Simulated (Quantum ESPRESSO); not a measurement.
## Kohn-Sham bands of CsCl (rock salt)

```yaml
crystal:
  lattice:
    - [0.00000, 3.50655, 3.50655]
    - [3.50655, 0.00000, 3.50655]
    - [3.50655, 3.50655, 0.00000]
  atoms:
    - { symbol: Cs, position: [0.00000, 0.00000, 0.00000] }
    - { symbol: Cl, position: [0.50000, 0.50000, 0.50000] }
```

Structure: Materials Project mp-573697, symmetrised, not relaxed again. COD (Crystallography Open Database) has the formula in 2 space groups, this one among them (matched by group alone). Level: PBEsol, no spin polarisation, no spin-orbit coupling; pw.x of Quantum ESPRESSO at 47 Ry with PseudoDojo potentials, 8×8×8 k-points, Wannier90. Density: 8×8×8 mesh, cold smearing 0.01 Ry. Spin-orbit coupling is left out although heavy elements are present.

Energies are relative to the valence-band maximum; weights are on the orthonormalised atomic waves of the pseudopotential files, averaged over the group. 16 electrons a cell are treated as valence.

```csv
bands,from (eV),to (eV),filling,weight on atomic waves
1,-18.96,-18.91,filled,___
2,-11.91,-11.85,filled,___
3–5,-6.07,-5.64,filled,___
6–8,-0.65,0.00,filled,___
```

Problem. Which atomic shells make up each group?

Solution. 
- 1, weight on atomic waves: Cs 5s 98 %
- 2, weight on atomic waves: Cl 3s 94 %, Cs 6s 5 %
- 3–5, weight on atomic waves: Cs 5p 97 %
- 6–8, weight on atomic waves: Cl 3p 95 %

The Kohn-Sham gap over both meshes and the path is 4.78 eV.
